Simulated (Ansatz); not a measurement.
## ZnAg: do energies and stresses tell the same story?

Method: Ansatz 0.2.0, DFT r2SCAN, scalar-relativistic, plane waves, PAW.

Settings: cutoff 500 eV, Γ-centred mesh 14×14×14 on the computed 2-atom cell, Gaussian smearing of 0.10 eV; no spin polarisation.

Relaxed cell: Pm-3m, a = 3.140 Å, b = 3.140 Å, c = 3.140 Å, α = 90.00°, β = 90.00°, γ = 90.00°, 2 atoms in the primitive cell. Whether it is the stable form of this composition wasn't checked.

Energies at zero smearing and pressures from the stress tensor, at volumes with shape and atoms relaxed:
| V (Å³/atom) | E − E(first) (meV/atom) | P (GPa) |
| --- | --- | --- |
| 14.548 | 0.00 | 7.92 |
| 15.012 | -16.42 | 3.57 |
| 15.477 | -21.34 | -0.03 |
| 15.941 | -16.78 | -2.98 |
| 16.405 | -4.43 | -5.41 |

Q: Check P = −dE/dV between neighbouring volumes, and get the bulk modulus from the pressures alone.

A: With 1 eV/Å³ = 160.2 GPa:
```json
{"middle V (Å³/atom)": "14.780", "−ΔE/ΔV (GPa)": "5.667", "mean P (GPa)": "5.745"}
{"middle V (Å³/atom)": "15.244", "−ΔE/ΔV (GPa)": "1.696", "mean P (GPa)": "1.771"}
{"middle V (Å³/atom)": "15.709", "−ΔE/ΔV (GPa)": "-1.573", "mean P (GPa)": "-1.505"}
{"middle V (Å³/atom)": "16.173", "−ΔE/ΔV (GPa)": "-4.260", "mean P (GPa)": "-4.197"}
```

The two differ by 0.08 GPa at most. The mean of two end pressures misses the average over a step by about ΔV² P″/12, up to 0.07 GPa here; with that taken off 0.02 GPa remains. Around V = 15.477 Å³/atom, the two neighbours give B = −V ΔP/ΔV = 15.477 × 6.55 / 0.929 = 109.2 GPa, against B0 = 108.9 GPa from the Birch–Murnaghan fit of the energies.

Cost: 6 runs of about 1.7 core-minutes in all, on Intel Xeon Platinum 8375C (Ice Lake) (shared hosts).